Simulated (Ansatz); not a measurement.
Relaxing a structure of Pt

The start is a relaxed Pt cell displaced along its unstable phonon at q = (½, 0, 0) of its primitive reciprocal cell (28i cm⁻¹), largest move 0.15 Å. A full variable-cell relaxation at zero pressure is run with r2SCAN (plane waves to 500 eV, PAW, scalar-relativistic; Ansatz, a program for electronic structure). First-step values are on the input's coarse k-mesh.

Ansatz input (later rounds restart from its end on a renewed k-mesh):
Ansatz 0.2 input:
```yaml
crystal:
  lattice:
    - [5.2070725732, 0, 0]
    - [0, 2.6035362866, 0]
    - [0, 0, 2.6035362866]
  atoms:
    - { symbol: Pt, position: [0, 0, -0.0576139464] }
    - { symbol: Pt, position: [0.5, 0, 0.0576139464] }
basis: { ecutwfc: 500, ecutrho_ratio: 4, xc_grid: 4, fft_grid_basis: typed }
kpoints: { mp_grid: { grid: [6, 12, 12] } }
hamiltonian:
  xc: r2scan
  dispersion: none
  pseudopotentials: { kind: paw }
scf: { occupations: { method: fermi_dirac, width: 0.05 } }
relax: { f_tol: 0.01, max_steps: 100, cell: { stress_tol: 0.02 } }
output: { forces: true, stress: true }
```

Which atoms feel the largest initial force, and how large is it?

0.22 eV/Å, on Pt1, Pt2 (atoms numbered as listed).

By how much does the energy per atom fall from start to end?

0.33 to 0.34 eV/atom (the two k-meshes of the run give this range).

Is the parent structure recovered?

It does not go back: it reaches P6/mmm (No. 191), AFLOW prototype A_hP1_191_a (A_f, as in Sn), 0.33 eV/atom below the parent.

Final values are on a 20×20×17 k-mesh of the relaxed cell. No spin polarisation in the result.

The run could not lose the symmetry of its start, so the end can be a saddle point.

The relaxed structure here is a generated cell of Pt: the first start was made by placing the elements on the sites of a structure type, and the end was not matched to a known phase here, so it may be hypothetical. Known forms of Pt include space group No. 225.
